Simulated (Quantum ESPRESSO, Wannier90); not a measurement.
**Wannierisation of Na$_{2}$H$_{6}$Pt (Fm-3m)**

```
begin unit_cell_cart
ang
    0.0000000000    3.6293150000    3.6293150000
    3.6293150000    0.0000000000    3.6293150000
    3.6293150000    3.6293150000    0.0000000000
end unit_cell_cart
begin atoms_frac
Na  -0.2500000000 -0.2500000000 -0.2500000000
Na   0.2500000000  0.2500000000  0.2500000000
H   -0.2255400000 -0.2255400000  0.2255400000
H    0.2255400000  0.2255400000 -0.2255400000
H    0.2255400000 -0.2255400000 -0.2255400000
H   -0.2255400000  0.2255400000  0.2255400000
H   -0.2255400000  0.2255400000 -0.2255400000
H    0.2255400000 -0.2255400000  0.2255400000
Pt   0.0000000000  0.0000000000  0.0000000000
end atoms_frac
```

Materials Project entry mp-690785; symmetrised, unrelaxed at this level. Not found in the COD (Crystallography Open Database) copy used; not checked further. Computed values, not measurements, from PBEsol: Quantum ESPRESSO (norm-conserving PseudoDojo potentials, cutoff 71 Ry, spinors with spin-orbit coupling) on a Γ-centred 4×4×4 mesh, then Wannier90. Density: 8×8×8 mesh, cold smearing 0.01 Ry.

A tight-binding model is made by disentanglement and projection with no localisation steps (num_iter = 0), so the 46 orbitals stay atom-like: hydrogen-like Na: s;p; H: s; Pt: s;p;d, axes along x, y, z; frozen window up to 4.78 eV relative to the valence-band maximum. It follows pw.x to 4.1 meV rms for states up to 4.3 eV relative to the valence-band maximum. Matrix elements depend on this choice of orbitals and windows.

Question: What are the on-site energies relative to the valence-band maximum, and how fast do the hoppings decay?

Answer: 
| atom | orbitals | energy (eV) |
|---|---|---|
| Na1 | s↑ s↓ | 8.46 |
| Na1 | pz↑ pz↓ px↑ px↓ py↑ py↓ | 12.45 |
| Na2 | s↑ s↓ | 8.46 |
| Na2 | pz↑ pz↓ px↑ px↓ py↑ py↓ | 12.45 |
| H3 | s↑ s↓ | 2.04 |
| H4 | s↑ s↓ | 2.04 |
| H5 | s↑ s↓ | 2.04 |
| H6 | s↑ s↓ | 2.04 |
| H7 | s↑ s↓ | 2.04 |
| H8 | s↑ s↓ | 2.04 |
| Pt9 | s↑ s↓ | 7.97 |
| Pt9 | pz↑ pz↓ px↑ px↓ py↑ py↓ | 11.34 |
| Pt9 | dz2↑ dz2↓ dx2-y2↑ dx2-y2↓ | -1.14 |
| Pt9 | dxz↑ dxz↓ dyz↑ dyz↓ dxy↑ dxy↓ | -1.39 |

```json
[
 {"distance of the centres (Å)": "1–2", "largest modulus (eV)": "3.2"},
 {"distance of the centres (Å)": "2–3", "largest modulus (eV)": "0.98"},
 {"distance of the centres (Å)": "3–4", "largest modulus (eV)": "0.89"},
 {"distance of the centres (Å)": "4–5", "largest modulus (eV)": "0.24"},
 {"distance of the centres (Å)": "5–6", "largest modulus (eV)": "0.47"},
 {"distance of the centres (Å)": "6–7", "largest modulus (eV)": "0.14"},
 {"distance of the centres (Å)": "7–8", "largest modulus (eV)": "0.068"}
]
```

Effective spin-orbit constants λ of λ L·S, from the same-site elements px↑–py↑ (λ/2) and dx2-y2↑–dxy↑ (λ), where they are among the larger elements: Pt9 d 0.59 eV.
